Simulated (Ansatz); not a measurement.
MnSb (P63/mmc): couplings from the magnetic force theorem

The geometry is a structure as deposited in COD, held fixed and not relaxed.

Functional, mesh and filling: PBEsol, 9×9×5 k mesh, Fermi–Dirac smearing of 0.1 eV. PAW means Ansatz 0.2.0 on its default frozen-core files. Site moments are integrated in spheres about the atoms.

The run was typed so:

```yaml
crystal:
  lattice:
    - [4.15, 0.0, 0.0]
    - [-2.075, 3.5940054257, 0.0]
    - [0.0, 0.0, 5.78]
  atoms:
    - { symbol: Mn, position: [0.0, 0.0, 0.0], spin: 3.4 }
    - { symbol: Mn, position: [0.0, 0.0, 0.5], spin: 3.4 }
    - { symbol: Sb, position: [0.3333333333, 0.6666666667, 0.25] }
    - { symbol: Sb, position: [0.6666666667, 0.3333333333, 0.75] }
magnetization:
  spin_polarized: true
kpoints:
  mp_grid: { grid: [9, 9, 5] }
  band_path:
    path:
      - [0.0, 0.0, 0.0]
      - [0.5, 0.0, 0.0]
      - [0.3333333333, 0.3333333333, 0.0]
      - [0.0, 0.0, 0.0]
      - [0.0, 0.0, 0.5]
      - [0.5, 0.0, 0.5]
      - [0.3333333333, 0.3333333333, 0.5]
      - [0.0, 0.0, 0.5]
      - [0.5, 0.0, 0.5]
    npoints: 8
scf:
  occupations: { method: fermi_dirac, width: 0.1 }
  lower_state_search: "off"
hamiltonian:
  xc: pbesol
  pseudopotentials: { kind: paw }
output:
  eigenvalues: false
  eigenstates:
    nscf_kmesh: { grid: [9, 9, 5] }
    top_band: c53
    exchange_couplings: { magnetic: [{ species: Mn }] }
```

Command: `ansatz run input.yaml --threads 2 --pin off --max-ram 6144MiB --backend cpu --events-out ev --progress --plain --runs-dir out`

Site moments (μB): Mn1 3.42, Mn2 3.42, Sb3 -0.12, Sb4 -0.12. Cell moment 6.72 μB.

Couplings come from the force theorem (directions of the magnetic atoms constrained, all else relaxed) on a 9×9×5 mesh, with E = −Σ J e_i·e_j over ordered pairs of unit vectors, so positive J favours parallel moments.

| pair | count | J PAW (meV) |
| --- | --- | --- |
| Mn1–Mn at 2.89 Å | 2 | +14.45 |
| Mn1–Mn at 4.15 Å | 6 | +5.16 |
| Mn1–Mn at 5.06 Å | 12 | -0.03 |
| Mn1–Mn at 5.78 Å | 2 | -4.79 |
| Mn1–Mn at 7.12 Å | 12 | +0.26 |
| Mn1–Mn at 7.19 Å | 6 | -0.72 |
| Mn1–Mn at 7.75 Å | 12 | +1.74 |
| Mn1–Mn at 8.30 Å | 6 | +0.17 |
| Mn1–Mn at 8.67 Å | 2 | -0.85 |
| Mn1–Mn at 8.79 Å | 12 | -0.39 |
| Mn1–Mn at 9.22 Å, set 1 | 6 | +0.66 |
| Mn1–Mn at 9.22 Å, set 2 | 6 | +1.52 |
| Mn1–Mn at 9.61 Å | 12 | -0.10 |
| Mn1–Mn at 10.11 Å | 12 | +0.15 |
| Mn1–Mn at 10.98 Å | 12 | +0.01 |
| Mn1–Mn at 11.26 Å | 12 | -0.12 |

Pairs at one distance with different couplings are listed as sets.

Question: What ordering temperature follows for classical moments?

Answer: 590 K in mean field, and 478 K by Tyablikov's decoupling, from all shells, not only those listed. Mean field overestimates it as a rule, and the couplings show only that this order is stable against small turns, not that no other order lies lower.

The couplings come from one mesh, and their convergence in k wasn't tested.

The PAW files were made with PBE; the program remakes their cores once for the run's functional and then keeps them frozen. The Ansatz runs typed with the search for lower states off end where their start leads. Spin–orbit coupling is left out although heavy atoms are present. The magnetic state is the one that this cell and start allow. It needn't be the compound's measured order, which may need a larger cell or be absent.
